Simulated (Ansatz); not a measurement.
## Conduction electrons in Rh (Fm-3m)

```
CELL_PARAMETERS angstrom
0.00000 1.89025 1.89025
1.89025 0.00000 1.89025
1.89025 1.89025 0.00000
ATOMIC_POSITIONS crystal
Rh 0.00000 0.00000 0.00000
```

The conventional cell has a = 3.780 Å, b = 3.780 Å, c = 3.780 Å, α = 90.00°, β = 90.00°, γ = 90.00°. Around Rh (atom 1) lie 12 Rh at 2.67 Å.

Level of theory, where no other is named: PBEsol, all-electron LAPW in Ansatz 0.2.0, scalar-relativistic. k mesh 16×16×16, fine mesh 24×24×24, Fermi-Dirac smearing of 0.050 eV, basis error target 1 meV/atom. The cell was relaxed by PAW under this functional.

Levels and slopes are solved on a 24×24×24 mesh, and each state is taken as quadratic over its cell.

Problem. What is the density of states at the Fermi level, and which bare Sommerfeld coefficient follows?

Solution. N(E_F) = 1.23 states/eV/atom (both spins), so γ = (π²/3) k_B² N(E_F) = 2.9 mJ/(mol-atom K²) without electron-phonon or spin-fluctuation enhancement.

Problem. What Drude plasma energy and σ/τ do the band velocities give?

Solution. (ħω_p,α)² = (e²/ε₀VN_k) Σ_nkσ (∂E/∂k_α)² δ(E − E_F) gives ħω_p = (10.01, 10.01, 10.01) eV along x, y, z, and σ/τ = ε₀ω_p² = 20.5×10²⁰ Ω⁻¹m⁻¹s⁻¹ along x. Weighted by the density of states, the mean Fermi speed is 0.622×10⁶ m/s; the surface has an area of 46.2 Å⁻² for each spin direction.

Problem. Which bands cross the Fermi level, and what do they carry?

Solution. 

| band | filled part | N (states/eV/cell) | speed (10⁶ m/s) | 5th to 95th percentile | area (Å⁻²) | filling |
| --- | --- | --- | --- | --- | --- | --- |
| 1 | 0.99 | 0.0415 | 1.02 | 0.73 to 1.16 | 2.56 | nearly full |
| 2 | 0.96 | 0.21 | 0.55 | 0.43 to 0.87 | 6.98 | nearly full |
| 3 | 0.42 | 0.695 | 0.627 | 0.44 to 0.91 | 26.3 | partly filled |
| 4 | 0.14 | 0.283 | 0.605 | 0.23 to 0.85 | 10.4 | partly filled |

Problem. Map the plane k₃ = 1/2 of the mesh: how many bands lie under the Fermi level at each point, counted from the least on the plane?

Solution. k₁ runs to the right and k₂ upwards, each from −½ to ½ with 0 in the middle (the axes needn't be at right angles):
```
222222222110001222222222
222222222211011222222222
222222222221222233333322
222222222222222333333322
222222222222222333333322
222222222222222333333322
222222222222222333333322
222222222222222333333322
212222222222222333333222
011222222222222222222211
001122222222222222222210
000222222222122222222200
001222222222222222222110
011222222222222222222211
222233333322222222222221
222333333322222222222222
222333333322222222222222
222333333322222222222222
222333333322222222222222
222333333322222222222222
222333333222212222222222
222222222211011222222222
222222222210001122222222
122222222200000222222222
```

Problem. On PAW files the program sums the optical response inside the mesh cells, interband lines and its own Drude term. Where does ε₁ rise through zero (a sharp plasmon if ε₂ is small there), and how much light is reflected?

Solution. 

```json
{"Fine mesh": "24, 24, 24", "Window top": "30 eV", "Line width": "0.25 eV", "Drude damping": "0.1 eV", "ε₁ rises through zero at x": "8.81, 25.73, 27.55 eV", "ε₂ there x": "1.25, 1.17, 1.06", "Plasma energy (x, y, z)": "10.22, 10.22, 10.22 eV", "Reflectivity at 1 eV, x-polarised": "0.8821", "Reflectivity at 2 eV, x-polarised": "0.8335", "Reflectivity at 3 eV, x-polarised": "0.7477"}
```

The plasma energy here is the program's own sum at the run's smearing; it differs from the value above by up to 2 %, through mesh and smearing.

Problem. What does PAW give for the same cell?

Solution. N(E_F) = 1.23 states/eV/atom and ħω_p,x = 10.00 eV.

Known limits: these sums move with the mesh, by several per cent and more for small sheets; frozen-core PAW files fitted under PBE, their cores solved anew for the functional of the run.
